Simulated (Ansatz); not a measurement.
Li2O (anti-fluorite): values from a third-order Birch-Murnaghan fit to a volume scan beside measured ones. Computed values: PBE (plane waves to 420 eV, PAW, scalar-relativistic; Ansatz, a program for electronic structure). Li2O was relaxed with its symmetry unable to fall.

```csv
quantity,reference,kind
Lattice constant a (Å),4.573,measured at or taken to low temperature
Bulk modulus B₀ (GPa),89,measured at or taken to low temperature
```

References as given in: Alok Shukla, Michael Dolg, Peter Fulde et al., The Journal of Chemical Physics (1998), arXiv:cond-mat/9803380.

Task: Estimate the PBE values and the sign and size of each difference.

Result: 
```csv
quantity,PBE,difference
Lattice constant a (Å),4.626,+1.2 %
Bulk modulus B₀ (GPa),79.5,-10.7 %
```

PBE overestimates the lattice constant a by 1.2 %. PBE underestimates the bulk modulus B₀ by 10.7 %.

(A scan under strain: stresses follow from slopes of the energy per volume, elastic moduli from its curvatures.)
